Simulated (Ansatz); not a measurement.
Space group P4/nmm:1 (No. 129). a = 4.011 Å, b = 4.011 Å, c = 7.590 Å, α = 90.00°, β = 90.00°, γ = 90.00°
| atom | site | symmetry | x | y | z |
| --- | --- | --- | --- | --- | --- |
| Y | 2c | 4mm | 0.5000 | 0.0000 | 0.6565 |
| Ti | 2a | -4m2 | 0.0000 | 0.0000 | 0.0000 |
| Ge | 2c | 4mm | 0.5000 | 0.0000 | 0.2430 |

Equation of state of this YTiGe structure (not necessarily the ground state), with shape and atoms relaxed at each volume where symmetry leaves them free. It has no gap at any of these volumes. Method: DFT PBEsol, scalar-relativistic, plane waves, PAW in Ansatz 0.2.0.

Cutoff 420 eV; k points 10×10×6 on the computed 6-atom cell (Γ-centred); Gaussian smearing, width 0.10 eV; no spin polarisation.

```csv
V (Å³/atom),E − E(largest V) (meV/atom),P (GPa)
17.908,57.49,15.64
18.518,7.30,10.78
19.129,-25.71,6.61
19.739,-44.00,3.04
20.350,-49.66,-0.01
20.960,-44.57,-2.60
21.571,-30.38,-4.78
22.385,0.00,-7.08
```

**Question.** Fit a third-order Birch–Murnaghan equation to E(V).

**Answer.** V0 = 20.35 Å³/atom, B0 = 93 GPa, B0' = 4.4.